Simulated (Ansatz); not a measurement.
HfNi2:
```cif
data_Hf8Ni16
_chemical_formula_sum 'Ni16 Hf8'
_space_group_name_H-M_alt 'Fd-3m :1'
_space_group_IT_number 227
_space_group_name_Hall 'F 4d 2 3 -1d'
_cell_length_a 6.86456
_cell_length_b 6.86456
_cell_length_c 6.86456
_cell_angle_alpha 90.000
_cell_angle_beta 90.000
_cell_angle_gamma 90.000
loop_
_atom_site_label
_atom_site_type_symbol
_atom_site_symmetry_multiplicity
_atom_site_Wyckoff_symbol
_atom_site_fract_x
_atom_site_fract_y
_atom_site_fract_z
_atom_site_occupancy
Ni1 Ni 16 d 0.62500 0.62500 0.62500 1
Hf1 Hf 8 a 0.00000 0.00000 0.00000 1
```
(The calculation used a cell of 6 atoms; values per cell refer to that cell.)

Relaxed with r²SCAN.

### Question
Which orbitals make up the states near the Fermi level in DFT-r²SCAN in the program Ansatz with PAW potentials?

### Answer
Within 0.5 eV of the Fermi level: Ni 3d 47 %, Hf 5d 39 %, Hf 6s 5 %, outside the projected shells 6 %. Projections are on Löwdin-orthogonalised atomic valence shells; empty p or d shells of many metals are not among them.

### Question
Tabulate the density of states.

### Answer
States/eV per cell of 6 atoms, in 0.25 eV bins, energy from the Fermi level.

| E (eV) | total | Ni 3d | Hf 5d | Ni 4s |
|---|---|---|---|---|
| -7.85 | 0.50 | 0.01 | 0.01 | 0.29 |
| -7.60 | 0.57 | 0.01 | 0.02 | 0.33 |
| -7.35 | 0.64 | 0.01 | 0.03 | 0.37 |
| -7.10 | 0.73 | 0.02 | 0.05 | 0.42 |
| -6.85 | 0.85 | 0.04 | 0.07 | 0.50 |
| -6.60 | 1.03 | 0.06 | 0.11 | 0.62 |
| -6.35 | 1.03 | 0.07 | 0.15 | 0.61 |
| -6.10 | 1.24 | 0.09 | 0.24 | 0.65 |
| -5.85 | 1.10 | 0.10 | 0.24 | 0.49 |
| -5.60 | 2.17 | 0.26 | 0.60 | 0.91 |
| -5.35 | 1.75 | 0.33 | 0.56 | 0.63 |
| -5.10 | 2.17 | 0.61 | 0.61 | 0.53 |
| -4.85 | 4.11 | 1.78 | 0.99 | 0.65 |
| -4.60 | 5.52 | 2.77 | 1.42 | 0.51 |
| -4.35 | 6.38 | 3.74 | 1.54 | 0.48 |
| -4.10 | 5.39 | 3.41 | 1.18 | 0.52 |
| -3.85 | 4.52 | 3.27 | 0.67 | 0.40 |
| -3.60 | 6.25 | 5.28 | 0.51 | 0.28 |
| -3.35 | 8.79 | 7.46 | 0.78 | 0.31 |
| -3.10 | 17.19 | 15.28 | 1.13 | 0.35 |
| -2.85 | 16.73 | 14.52 | 1.42 | 0.28 |
| -2.60 | 16.74 | 13.10 | 2.43 | 0.45 |
| -2.35 | 13.41 | 10.31 | 1.92 | 0.45 |
| -2.10 | 7.78 | 5.83 | 1.27 | 0.26 |
| -1.85 | 6.18 | 5.18 | 0.56 | 0.18 |
| -1.60 | 15.98 | 14.90 | 0.69 | 0.14 |
| -1.35 | 10.26 | 9.55 | 0.44 | 0.11 |
| -1.10 | 9.80 | 8.55 | 0.94 | 0.06 |
| -0.85 | 8.19 | 6.51 | 1.00 | 0.13 |
| -0.60 | 6.82 | 4.51 | 1.33 | 0.14 |
| -0.35 | 3.72 | 1.97 | 0.92 | 0.11 |
| -0.10 | 3.35 | 1.77 | 0.92 | 0.07 |
| 0.15 | 3.21 | 1.51 | 1.37 | 0.03 |
| 0.40 | 5.94 | 2.25 | 3.35 | 0.07 |
| 0.65 | 8.09 | 2.75 | 4.74 | 0.29 |
| 0.90 | 12.23 | 4.14 | 6.60 | 0.74 |
| 1.15 | 5.71 | 1.94 | 2.48 | 0.74 |
| 1.40 | 1.29 | 0.33 | 0.71 | 0.07 |
| 1.65 | 1.44 | 0.32 | 0.87 | 0.06 |
| 1.90 | 1.57 | 0.31 | 0.95 | 0.06 |
| 2.15 | 1.28 | 0.23 | 0.71 | 0.06 |
| 2.40 | 1.54 | 0.25 | 0.79 | 0.07 |
| 2.65 | 2.46 | 0.37 | 1.21 | 0.14 |
| 2.90 | 1.93 | 0.28 | 0.93 | 0.12 |
| 3.15 | 1.27 | 0.18 | 0.74 | 0.10 |
| 3.40 | 2.63 | 0.33 | 1.80 | 0.20 |
| 3.65 | 1.78 | 0.20 | 1.30 | 0.12 |
| 3.90 | 2.22 | 0.22 | 1.65 | 0.14 |
| 4.15 | 2.51 | 0.22 | 1.92 | 0.14 |
| 4.40 | 3.80 | 0.28 | 3.01 | 0.20 |
| 4.65 | 3.89 | 0.24 | 3.12 | 0.20 |

The workflow started from an entry of the Crystallography Open Database (COD). Its standing as an ambient phase is unchecked. Symmetry was held in the r²SCAN relaxation; whether a distortion lowers the energy is not shown. The workflow began spin-polarised and lost its moments. Spin–orbit coupling is left out wherever it is not named.

Potentials: the later of the program's two PAW sets.
